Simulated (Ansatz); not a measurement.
Sn$_{4}$Au:
```
CELL_PARAMETERS angstrom
      3.27552    -5.81658     0.00000
      3.27552     5.81658     0.00000
      0.00000     0.00000     6.52989
ATOMIC_POSITIONS crystal
  Sn 0.46881 0.20838 0.83380
  Sn 0.53119 0.79162 0.83380
  Sn 0.20838 0.46881 0.16620
  Sn 0.79162 0.53119 0.16620
  Sn 0.03119 0.29162 0.66620
  Sn 0.96881 0.70838 0.66620
  Sn 0.29162 0.03119 0.33380
  Sn 0.70838 0.96881 0.33380
  Au 0.00000 0.00000 0.00000
  Au 0.50000 0.50000 0.50000
```

Relaxed with PBEsol. Special points in fractions of this cell's reciprocal vectors: Γ (0.000, 0.000, 0.000); Y (-0.500, 0.500, 0.000); C0 (-0.329, 0.671, 0.000); Σ0 (0.329, 0.329, 0.000); Z (0.000, 0.000, 0.500); A0 (0.329, 0.329, 0.500); E0 (-0.329, 0.671, 0.500); T (-0.500, 0.500, 0.500); S (0.000, 0.500, 0.000); R (0.000, 0.500, 0.500).

### Question
List the band energies nearest the Fermi level at these points for DFT-PBEsol with spin–orbit coupling in the program Ansatz with PAW potentials.

### Answer
In eV from the Fermi level; about four levels below and three above (degenerate sets whole), none deeper than 8.9 eV; points with the same levels are listed once.

| k | below | above |
|---|---|---|
| Γ | -0.32 -0.32 -0.31 -0.31 | 0.34 0.34 3.20 3.20 |
| Y | -0.47 -0.47 -0.34 -0.34 | 0.30 0.30 1.17 1.17 |
| C0 | -0.76 -0.76 -0.29 -0.29 | 0.11 0.11 0.54 0.54 |
| Z | -1.57 -1.57 -1.57 -1.57 | 2.03 2.03 2.03 2.03 |
| A0 | -0.45 -0.45 -0.17 -0.17 | 0.04 0.04 0.82 0.82 |
| T | -0.59 -0.59 -0.59 -0.59 | 0.13 0.13 0.13 0.13 |
| S | -1.43 -1.43 -1.43 -1.43 | 0.66 0.66 0.66 0.66 |
| R | -0.19 -0.19 -0.19 -0.19 | 0.61 0.61 0.61 0.61 |

Space group Ccce. The first step of the workflow began from a Materials Project structure, measured or hypothetical; the Crystallography Open Database copy checked does not list it. COD files the formula under space group No. 41. Its standing as an ambient phase is unchecked. Symmetry was held in the PBEsol relaxation; its stability against distortions is not shown here.

Potentials: the earlier of the program's two PAW sets. The files were generated under PBE; for other functionals the program regenerates the frozen cores, and for LDA and PBEsol the local potential too.
